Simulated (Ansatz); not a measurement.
# Structures of SiCl: which is lowest?

Plane-wave DFT in Ansatz with scalar-relativistic PAW potentials, cutoff 420 eV, Γ-centred meshes chosen by cell and gap, Gaussian smearing with energies taken to zero width. Every cell was relaxed (cell and atoms) in a run of its own, within the symmetry of its start. Functional: PBE.

Relaxed structures (starts from databases or built by putting these elements on another compound's sites):
A. R-3m, 2 atoms in the computed cell, a = 3.201 Å, c = 12.997 Å; sites (symmetry × multiplicity) Si -3m × 3, Cl -3m × 3; start: built
B. Fd-3m, 4 atoms in the computed cell, a = 6.673 Å; sites (symmetry × multiplicity) Si -43m × 8, Cl -43m × 8; start: built
C. P4/mmm, 2 atoms in the computed cell, a = 3.060 Å, c = 4.165 Å; sites (symmetry × multiplicity) Si 4/mmm × 1, Cl 4/mmm × 1; start: built

Task: Rank them by energy. Could pressure change the order?

Result:
| structure | group | E − E(lowest) (meV/atom) | V (Å³/atom) | gap on mesh (eV) |
| --- | --- | --- | --- | --- |
| A | R-3m | 0.0 | 19.22 | 0.00 |
| C | P4/mmm | 182 | 19.50 | 0.00 |
| B | Fd-3m | 192 | 18.57 | 0.00 |

A is lowest, 182 meV/atom under C. B is denser by 0.66 Å³/atom, so pressure favours it: ΔE/ΔV, with ΔE in eV and 1 eV/Å³ = 160.2 GPa, gives about 47 GPa for equal enthalpy if both cells were rigid; at such pressures compression changes ΔV much, so this is a scale only. Other structures may lie lower than all of these, and vibrations aren't counted.

Spin polarisation was left out, and a magnetic state may lie lower.